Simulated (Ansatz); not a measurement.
A geometry of AlOs away from equilibrium: the start of the relaxation of a relaxed AlOs cell, doubled along one cell vector, shaken by Gaussian noise of σ = 0.08 Å a coordinate. The numbers are results of PBEsol (plane waves to 420 eV, PAW, scalar-relativistic; Ansatz, a quantum-chemistry and plane-wave program), not measurements. Γ-centred k-mesh 6×3×12 on the run's cell (coarser than for final values), Fermi–Dirac smearing 0.05 eV.

```xyz
12
Lattice="6.6780 0.0000 0.0000 -6.6780 11.5666 0.0000 0.0000 0.0000 2.5872" Properties=species:S:1:pos:R:3 pbc="T T T"
Al    -2.0015     3.3049     2.0848
Al    -5.3508     9.1341     2.0619
Al     1.3329     2.4726     1.1755
Al    -2.0883     8.3259     1.4156
Al    -2.6365    11.4519     0.2827
Al     0.6057     5.7926     0.3388
Os    -0.6349     1.2296     2.1198
Os    -4.0455     7.0865     2.2874
Os     2.6023     4.4053     1.3478
Os    -0.7150    10.2960     1.2885
Os     1.5038    -0.0177     0.4145
Os    -1.8958     5.8892     0.4319
```

Which atoms carry the largest force, and which way does it point?

2.42 eV/Å, on Os9 (atoms numbered as listed); on Os9 its components are (0.45, 2.37, 0.07).

What is the pressure?

+1.0 GPa, compression positive.

How far above the relaxed end point is this geometry?

0.63 eV/atom; the path ends in Pmc2₁ (No. 26).

No spin polarisation in the result.

The end of the path is a generated cell of AlOs: the first start was made by a random draw of sites in a space group, and the end was not matched to a known phase here, so it may be hypothetical.
